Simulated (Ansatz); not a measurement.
Given:

NbAs₂ (space group C2/m)

```cif
data_As4Nb2
_chemical_formula_sum 'Nb2 As4'
_space_group_name_H-M_alt 'P 1'
_space_group_IT_number 1
_cell_length_a 4.96029
_cell_length_b 4.96029
_cell_length_c 7.77286
_cell_angle_alpha 117.493
_cell_angle_beta 117.493
_cell_angle_gamma 39.611
loop_
_space_group_symop_operation_xyz
  'x, y, z'
loop_
_atom_site_label
_atom_site_type_symbol
_atom_site_fract_x
_atom_site_fract_y
_atom_site_fract_z
_atom_site_occupancy
Nb1 Nb 0.15681 0.15681 0.19561 1
Nb2 Nb 0.84319 0.84319 0.80439 1
As1 As 0.85882 0.85882 0.47174 1
As2 As 0.14118 0.14118 0.52826 1
As3 As 0.59481 0.59481 0.89178 1
As4 As 0.40519 0.40519 0.10822 1
```

This relaxed cell (volume V₀) is scaled evenly in all directions, its shape held. The atoms relax within the cell's symmetry.

Computed with PBEsol (plane waves to 420 eV, PAW, scalar-relativistic; Ansatz, a quantum-chemistry and plane-wave program). k mesh 15×15×7 (Γ-centred), Fermi-Dirac smearing 0.05 eV. Energies are smeared free energies. Compression counts positive. With the shape held, the modulus is that of even scaling; a crystal free to change shape is softer. At this level the bands of NbAs2 touch or barely overlap. NbAs2 is run without spin polarisation. NbAs2 was relaxed with its symmetry unable to fall. The zero of ΔE is the relaxed starting cell.

The scan covers V/V₀ from 0.840 to 1.160 in 9 points.

What is the fitted pressure derivative B₀′?

4.6.

What bulk modulus at fixed cell shape B₀ follows from a third-order Birch-Murnaghan fit?

139 GPa.

(Under strain, the slope of the energy per volume gives the stress and its curvature an elastic modulus.)
